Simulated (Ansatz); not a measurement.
Equation of state of LiPt$_{2}$

A database entry relaxed whole under r2SCAN (Fd-3m):

```
Li Pt
1.0
     0.00000    3.68935    3.68935
     3.68935    0.00000    3.68935
     3.68935    3.68935    0.00000
Li Pt
2 4
Direct
  0.00000 0.00000 0.00000
  0.25000 0.25000 0.25000
  0.62500 0.62500 0.62500
  0.12500 0.62500 0.62500
  0.62500 0.62500 0.12500
  0.62500 0.12500 0.62500
```

The cell was scaled uniformly, its shape held, and the atoms relaxed at each volume with plane-wave PAW DFT (Ansatz 0.2.0; r2SCAN, 500 eV, 8×8×8 Γ-centred mesh, fermi-dirac occupations of width 0.100 eV; no spin, no spin-orbit coupling). One row is withheld.

```json
{"volume (Å³/atom)": "15.735", "energy over the lowest (meV/atom)": "32.1", "pressure (GPa)": "10.94"}
{"volume (Å³/atom)": "16.069", "energy over the lowest (meV/atom)": "?", "pressure (GPa)": "?"}
{"volume (Å³/atom)": "16.404", "energy over the lowest (meV/atom)": "3.3", "pressure (GPa)": "3.30"}
{"volume (Å³/atom)": "16.739", "energy over the lowest (meV/atom)": "0.0", "pressure (GPa)": "0.12"}
{"volume (Å³/atom)": "17.074", "energy over the lowest (meV/atom)": "2.9", "pressure (GPa)": "-2.70"}
{"volume (Å³/atom)": "17.409", "energy over the lowest (meV/atom)": "11.4", "pressure (GPa)": "-5.18"}
{"volume (Å³/atom)": "17.743", "energy over the lowest (meV/atom)": "24.7", "pressure (GPa)": "-7.38"}
```

Problem. Fit the pressures of the other rows to the third-order Birch-Murnaghan form.

Solution. With f = [(V₀/V)^(2/3) − 1]/2 and P = 3B₀f(1 + 2f)^(5/2)[1 + 3(B₀′ − 4)f/2], least squares gives V₀ = 16.75 Å³ an atom, B₀ = 149 GPa and B₀′ = 5.1; the rows miss the fit by less than 0.01 GPa. The slope of the energies differs from these pressures by 0.08 GPa, since they are taken to zero smearing while pressures follow the free energy.

Problem. What does the withheld row hold?

Solution. The fit gives 6.89 GPa at 16.069 Å³; the run gave 6.89 GPa and 13.8 meV an atom.

Caveats: the shape of the cell was held; 0 K, fixed nuclei; the symmetry was kept, and this need not be the phase that is stable at 0 K; one mesh for all volumes; the relaxed cell lies far from the entry, by an error of the functional or of the entry; pressure is positive in compression.
